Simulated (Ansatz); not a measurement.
Here is the system:

C:
```xyz
2
Lattice="0.0000 1.7801 1.7801 1.7801 0.0000 1.7801 1.7801 1.7801 0.0000" Properties=species:S:1:pos:R:3 pbc="T T T"
C      1.7801     1.7801     1.7801
C      2.6702     2.6702     2.6702
```

This is the r²SCAN-relaxed structure.

**Question.** All from r²SCAN (plane waves, PAW; program Ansatz), unless another level is named. Predict the smallest direct gap on the standard path.

**Answer.** 5.90 eV.

**Question.** Give the hole effective mass, band 3 of 3 at the edge.

**Answer.** 0.28 along [100], 0.19 along [110], 0.16 along [111] (mₑ).

**Question.** Next, the band gap?

**Answer.** 4.36 eV (indirect).

**Question.** What about the conduction-band minimum?

**Answer.** on the Γ–X line, 72 % of the way from Γ (6 equivalent valleys).

Space group Fd-3m (diamond). The r²SCAN relaxation kept the symmetry of its start; phonons on a q-mesh show no instability.

Potentials: the later of the program's two PAW sets.
